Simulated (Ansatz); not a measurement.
As (A7 type, space group R-3m)

```
As
1.0
    1.89173     1.09219     3.36977
   -1.89173     1.09219     3.36977
    0.00000    -2.18438     3.36977
As
2
Direct
  0.23028   0.23028   0.23028
  0.76972   0.76972   0.76972
```

In this cell atom 2 (As, nearest neighbour As at 2.535 Å; its periodic images, 3.8 Å or more away, move with it) is moved by s along Cartesian z, unit vector (0.000, 0.000, 1.000); all other atoms and the cell stay fixed.

Level of theory: PBE-D3(BJ) (plane waves to 420 eV, PAW, scalar-relativistic; Ansatz, a first-principles code). k mesh 9×9×9 (Γ-centred), Fermi-Dirac smearing 0.05 eV. Energies are smeared free energies. Compression counts positive. With partly filled bands, energies and forces of such displacements shift with the k mesh and the smearing. F∥ is the force on the atom along that direction. As was relaxed with its symmetry unable to fall. The zero of ΔE is the undisplaced structure.

| s (Å) | ΔE (meV/cell) | P (GPa) | F∥ (eV/Å) |
|---|---|---|---|
| -0.250 | 168 | -4.4 | 0.920 |
| -0.200 | 121 | -3.8 | 0.942 |
| -0.150 | 76 | -3.0 | 0.859 |
| -0.100 | 37 | -2.1 | 0.666 |
| -0.050 | 10 | -1.0 | 0.385 |
| 0.000 | 0 | 0.0 | 0.017 |
| 0.050 | 9 | 1.1 | -0.399 |
| 0.100 | 40 | 2.4 | -0.841 |
| 0.150 | 94 | 3.7 | -1.295 |
| 0.200 | 170 | 5.1 | -1.751 |
| 0.250 | 269 | 6.6 | -2.195 |

What the scan shows:

| Item | Value |
|---|---|
| Energy at s = 0.250 Å | 269 meV/cell |
| Force along the line at s = -0.250 Å | 0.920 eV/Å |
| Symmetry of the curve | not even: the positive side lies higher at ±0.250 Å |
| Shape of the curve | a single well with its minimum at or next to zero displacement |
| Force constant k = d²E/ds² at s = 0 (finite differences) | 7.94 eV/Å² |
| Harmonic estimate at the end of the scan | ½ks² = 248 meV/cell against the computed 269 meV/cell, so the well is stiffer than harmonic there |
| Zone-centre optical wavenumber from k | 240 cm⁻¹ |

(For displaced atoms, the force is minus the slope of the energy, and its curvature is a force constant, which sets phonon frequencies.)
